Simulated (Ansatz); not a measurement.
The calculation used DFT PBE, scalar-relativistic, plane waves, PAW in Ansatz. Settings: cutoff 420 eV, Γ-centred meshes spaced at most about 0.3 Å⁻¹ (2π included), Gaussian smearing. No spin polarisation in the final relaxations.

All energies are static (0 K, no zero-point motion).

Compare these two cells of Zn₄Se₃S, each relaxed at this level.

A. Space group Pmm2 (No. 25), orthorhombic, a = 4.002 Å, b = 8.009 Å, c = 5.657 Å. Zn on a site of symmetry m is surrounded by 1 S at 2.37 Å and 3 Se at 2.47–2.49 Å; Zn on a site of symmetry mm2 has 2 S at 2.39 Å and 2 Se at 2.48 Å; Zn on a second site of symmetry mm2 is surrounded by 4 Se at 2.47 Å; Se on a site of symmetry m is surrounded by 4 Zn at 2.47–2.48 Å; S has 4 Zn at 2.37–2.39 Å; 1 more site not described.

B. Space group I-42m (No. 121), tetragonal, a = 5.660 Å, c = 11.314 Å. Zn is surrounded by 1 S at 2.37 Å and 3 Se at 2.47–2.49 Å; around Se on a site of symmetry -4 lie 4 Zn at 2.47 Å; Se on a site of symmetry -42m has 4 Zn at 2.49 Å; around S lie 4 Zn at 2.37 Å.

Question: Which placement of the atoms is lower in energy, and by how much?

Answer: They are level within the accuracy (1 meV/atom apart, with B the lower in these runs). The two share one framework of sites and differ in which element sits where. A has Se and S ordered on zinc blende sites, space group Pmm2 (No. 25), 22.7 Å³/atom and a gap of 1.28 eV on its mesh; B has Se and S ordered on zinc blende sites, space group I-42m (No. 121), 22.7 Å³/atom and a gap of 1.34 eV. Counting S or Se atoms around Zn (for each partner element, those within 1.25 times its shortest distance or 1.15 times the sum of covalent radii, where it is the nearest in units of that sum or under 1.3), A and B both have Zn 4. Both come from invented guesses.

Kohn–Sham gaps at this level usually fall short of measured ones. With atoms moved at random, I-42m came back. Other cells relaxed within their symmetry can be saddle points.
